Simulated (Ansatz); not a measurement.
**Phonon spectrum of Rb2Hg**

Theory: Ansatz 0.2.0, DFT PBE, scalar-relativistic, plane waves, PAW. Cutoff 420 eV, 8×8×10 k-points (Γ-centred), Fermi-Dirac smearing of 0.15 eV. No spin polarisation. Phonons by linear response, acoustic sum rule imposed.

Equilibrium structure at this level:
```xyz
3
Lattice="6.4128 0.0000 0.0000 0.0000 6.4128 0.0000 0.0000 0.0000 4.4450" Properties=species:S:1:pos:R:3 pbc="T T T"
Rb    0.0000    3.2064    2.2225
Rb    3.2064    0.0000    2.2225
Hg    0.0000    0.0000    0.0000
```

The structure comes from a generated guess, relaxed at this level; another structure or a mixture of phases may lie lower. In a metal, frequencies and elastic constants depend on the k mesh and the smearing, soft modes and shear constants most. Some empty bands missed the eigensolver's threshold. Spin–orbit coupling is left out, which matters for heavy elements. The q mesh is coarse, so values between its points are rough.

Force constants from linear response on a 1×1×2 q mesh.

Path: Γ–X–M–Γ–Z–R–A–Z | X–R | M–A. Only the points of the 1×1×2 mesh were computed; the rest is interpolation, which is rough on so few points. On the mesh no mode is imaginary. Distance along the path (Å⁻¹), then the branches (cm⁻¹, negative for imaginary):
```
0.000  0 0 0 21 34 34 42 62 62
0.122  5 7 10 21 34 35 42 61 62
0.245  8 12 19 23 35 35 40 59 60
0.367  11 16 25 26 36 36 38 56 59
0.490  11 18 26 28 37 37 37 54 58
0.612  13 19 26 28 36 37 37 54 58
0.735  18 23 26 28 35 37 37 54 56
0.857  22 26 27 28 32 37 37 54 55
0.980  26 26 28 28 28 37 37 54 54
1.153  21 26 26 26 33 36 36 55 55
1.326  14 21 21 24 36 36 38 58 58
1.499  7 12 12 22 35 35 41 61 61
1.673  0 0 0 21 34 34 42 62 62
1.849  7 7 13 30 34 34 44 62 62
2.026  12 12 19 31 31 44 49 60 60
2.203  15 15 19 30 30 55 56 59 59
2.379  15 15 19 30 30 58 58 59 59
2.502  18 18 19 30 30 58 58 59 59
2.624  19 22 22 30 30 56 56 59 59
2.747  19 27 27 30 30 54 54 59 59
2.869  19 28 28 30 30 53 53 59 59
2.992  19 28 28 30 30 53 53 59 59
3.114  19 28 28 30 30 53 53 59 59
3.237  19 28 28 30 30 53 53 59 59
3.359  19 28 28 30 30 53 53 59 59
3.532  19 28 28 30 30 53 53 59 59
3.706  19 25 25 30 30 55 55 59 59
3.879  19 19 19 30 30 57 57 59 59
4.052  15 15 19 30 30 58 58 59 59
4.140  14 18 28 28 36 36 38 54 58
4.317  21 21 28 34 34 39 42 54 57
4.494  21 26 29 31 32 51 52 53 55
4.670  19 29 29 29 30 53 53 58 58
4.759  26 26 28 28 28 37 37 54 54
4.935  27 28 28 33 33 36 36 54 54
5.112  24 29 29 33 33 46 46 54 54
5.289  20 29 29 30 30 53 53 56 56
5.465  19 28 28 30 30 53 53 59 59
```
